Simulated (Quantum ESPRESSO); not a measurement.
**Kohn-Sham bands of K (fcc (Cu type), model phase)**

```xyz
1
Lattice="0.0000 3.3919 3.3919 3.3919 0.0000 3.3919 3.3919 3.3919 0.0000" Properties=species:S:1:pos:R:3 pbc="T T T"
K      0.0000     0.0000     0.0000
```

Structure: Materials Project mp-10157, symmetrised, not relaxed again. This isn't the element's usual structure (bcc); take it as a model of another phase. Method: PBEsol plane waves in Quantum ESPRESSO 7.5 (PseudoDojo norm-conserving files, 60 Ry, no spin polarisation, no spin-orbit coupling), Bloch states on a 8×8×8 mesh through Γ, Wannier90 4.0.1. Density: 12×12×12 mesh, cold smearing 0.01 Ry.

Energies are relative to the Fermi level; weights are on the orthonormalised atomic waves of the pseudopotential files, averaged over the group. 9 electrons a cell are treated as valence.

```
bands  from (eV)  to (eV)  filling  weight on atomic waves
-----  ---------  -------  -------  ----------------------
1         -32.02   -32.02   filled                       ?
2–4       -15.59   -15.53   filled                       ?
```

### Question
Which atomic shells make up each group?

### Answer

- 1, weight on atomic waves: K 3s 100 %
- 2–4, weight on atomic waves: K 3p 100 %

No gap over 0.05 eV opens at the Fermi level at this level of theory.
